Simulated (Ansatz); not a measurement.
Electron–phonon coupling and T_c of IrPt, calculated with Ansatz

Space group R-3m (No. 166), 2 atoms in the cell of the first input below: a = 4.710 Å, b = 4.710 Å, c = 4.710 Å, α = 33.96°, β = 33.96°, γ = 33.96°.

The structure comes from the Materials Project database of computed cells (whether it is a measured phase wasn't checked), relaxed without spin–orbit coupling to zero pressure (pressure 0.0 GPa with this functional, without spin–orbit coupling). Functional: PBEsol.

Input:

```yaml
crystal:
  lattice:
    - [1.3755410755, 0.7941690102, 4.4337552768]
    - [-1.3755410755, 0.7941690102, 4.4337552768]
    - [0.0, -1.5883380205, 4.4337552768]
  atoms:
    - { symbol: Ir, position: [0.0, 0.0, 0.0] }
    - { symbol: Pt, position: [0.5, 0.5, 0.5] }
basis:
  ecutwfc: 420
  ecutrho_ratio: 4
kpoints:
  mp_grid: { grid: [14, 14, 14] }
hamiltonian:
  xc: pbesol
scf:
  occupations: { method: methfessel_paxton, width: 0.2 }
output: {}
phonons:
  supercell: [2, 2, 2]
  qpath:
    path:
      - [[0.0, 0.0, 0.0], [0.5, 0.5, 0.5], [0.8119443, 0.1880557, 0.5]]
      - [[0.5, -0.1880557, 0.1880557], [0.5, 0.0, 0.0], [0.0, 0.0, 0.0], [0.34402785, -0.34402785, 0.0]]
      - [[0.65597215, 0.0, 0.34402785], [0.5, 0.0, 0.5], [0.0, 0.0, 0.0]]
    npoints: 6
  electrical_resistivity: { mesh: [28, 28, 28], temperatures: [50, 100, 200, 300, 500] }
  superconductivity: { mesh: [28, 28, 28], eliashberg_equations: false }
```

```bash
ansatz run input.yaml --threads 8 --pin off --max-ram 15360MiB --backend cpu --events-out ev --progress --plain --runs-dir out
```

Time: 20 min on 8 threads of Arm Neoverse V1 (shared host), peak memory 12 GiB.

On the finest mesh λ = 0.5054, ω_log = 13.989 meV, N(E_F) = 1.252 states per eV, spin and cell. λ by mesh: 28×28×28 0.505, 14×14×14 0.517, 7×7×7 0.457.

Problem. What T_c does McMillan's formula in the Allen–Dynes form give for μ* = 0.10?

Solution. T_c = (ω_log/1.2) exp[−1.04(1+λ)/(λ − μ*(1+0.62λ))] = (162.34 K/1.2) × exp(−1.5656/0.3741) = 2.06 K. λ still moved by 2 % between the two finest meshes, so T_c isn't settled to the digits shown. By mesh, finest first, the same formula gives 2.06, 2.24, 1.35 K.

```json
{"μ*": "0.08", "McMillan (K)": "2.71", "Allen–Dynes with strong-coupling factors (K)": "2.77"}
{"μ*": "0.10", "McMillan (K)": "2.06", "Allen–Dynes with strong-coupling factors (K)": "2.10"}
{"μ*": "0.12", "McMillan (K)": "1.50", "Allen–Dynes with strong-coupling factors (K)": "1.53"}
{"μ*": "0.13", "McMillan (K)": "1.26", "Allen–Dynes with strong-coupling factors (K)": "1.28"}
{"μ*": "0.14", "McMillan (K)": "1.04", "Allen–Dynes with strong-coupling factors (K)": "1.06"}
{"μ*": "0.16", "McMillan (K)": "0.67", "Allen–Dynes with strong-coupling factors (K)": "0.68"}
{"μ*": "0.20", "McMillan (K)": "0.21", "Allen–Dynes with strong-coupling factors (K)": "0.22"}
```

Caveats: no spin-orbit coupling, which matters for these elements; small supercell, couplings not converged in it; with so small a supercell and a typed μ*, T_c can miss a measured one by a factor of two or more; λ is not converged in the mesh, and T_c depends on it steeply.
